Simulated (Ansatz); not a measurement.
**Property card for HfTe2**

HfTe₂:
```xyz
3
Lattice="1.9162 1.1063 6.8279 -1.9162 1.1063 6.8279 0.0000 -2.2126 6.8279" Properties=species:S:1:pos:R:3 pbc="T T T"
Hf     0.0000     0.0000     0.0000
Te     0.0000     0.0000     5.0491
Te     0.0000     0.0000    15.4347
```

Space group R-3m (No. 166); conventional cell a = b = 3.832 Å, c = 20.484 Å, α = β = 90.00°, γ = 120.00°.

Method: DFT-LDA in the program Ansatz with PAW potentials. Structure relaxed to zero pressure with the same functional. Other levels are named where they apply.

### Cell and energy

```
Item                                                           Value
-----------------------------------------------------  -------------
Volume per atom                                             28.95 Å³
Density                                                   8.29 g/cm³
Formation energy from the elements (no fitted shifts)  -0.79 eV/atom
```

### Electronic structure

```
Quantity                                                                    Result
------------------------------------  --------------------------------------------
Electronic character                                             metallic (no gap)
Density of states at the Fermi level  0.30 states/eV per atom (mean over ±0.08 eV)
```

### Mechanics

```
Item                                  Result
----------------------------------  --------
Bulk modulus (Birch–Murnaghan fit)  25.7 GPa
Pressure derivative B′                  10.0
```

A made-up cell: these elements were put on the sites of a structure type; neither database checked (COD, Materials Project) lists it. Whether it is the stable phase at ambient conditions was not checked. Symmetry was held in the LDA relaxation; its stability against distortions is not shown here. No spin polarisation was allowed. A crystal of weakly bound layers computed without a dispersion correction: the cell and the soft elastic constants depend strongly on that. The references are the lowest solids computed at this level, not always the standard phases. Scalar-relativistic: spin–orbit coupling is off unless named, which matters more the heavier the elements.

Potentials: the later of the program's two PAW sets.
